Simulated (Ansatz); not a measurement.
Consider the following.

Ga:
```cif
data_Ga4
_chemical_formula_sum 'Ga4'
_space_group_name_H-M_alt 'P 1'
_space_group_IT_number 1
_cell_length_a 4.49850
_cell_length_b 4.49850
_cell_length_c 4.58285
_cell_angle_alpha 90.000
_cell_angle_beta 90.000
_cell_angle_gamma 118.771
loop_
_space_group_symop_operation_xyz
  'x, y, z'
loop_
_atom_site_label
_atom_site_type_symbol
_atom_site_fract_x
_atom_site_fract_y
_atom_site_fract_z
_atom_site_occupancy
Ga1 Ga 0.65631 0.34369 0.41761 1
Ga2 Ga 0.34369 0.65631 0.58239 1
Ga3 Ga 0.84369 0.15631 0.91761 1
Ga4 Ga 0.15631 0.84369 0.08239 1
```

This is the PBE-relaxed structure.

Question: All from PBE (plane waves, PAW; program Ansatz), unless another level is named. Estimate the density of states at the Fermi level.

Answer: 0.17 states/eV per atom (mean over ±0.08 eV).

Question: And the gap with spin–orbit coupling?

Answer: none (metallic).

Space group Cmce (α-Ga). The cell was relaxed with PBE under the symmetry of its start. Spin–orbit coupling is left out wherever it is not named.

Potentials: the earlier of the program's two PAW sets.
